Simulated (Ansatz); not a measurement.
YC (rock salt, Fm-3m) at seven volumes, PBEsol (plane waves, PAW; program Ansatz), scaled uniformly. One row is withheld.

```tsv
V (Å³/atom)	P (GPa)
14.497	?
14.975	9.36
15.453	4.32
15.931	0.00
16.409	-3.72
16.887	-6.92
17.365	-9.66
```

Q: Fit the shown pressures and predict the withheld one.

A: Third-order Birch–Murnaghan: P = (3/2)B₀(x^(7/2) − x^(5/2))[1 + (3/4)(B′ − 4)(x − 1)] with x = (V₀/V)^(2/3). Least squares on the six rows gives V₀ = 15.931 Å³/atom, B₀ = 133.5 GPa, B′ = 4.06. At V = 14.497, x = 1.0649 and P = 15.25 GPa. The run itself gave 15.22 GPa.

The start of the workflow was typed in or built on a structure type; the Crystallography Open Database copy checked does not list it. Whether it is the stable phase at ambient conditions was not checked. Symmetry was held in the PBEsol relaxation; its stability against distortions is not shown here. No spin polarisation was allowed.

Potentials: the later of the program's two PAW sets.
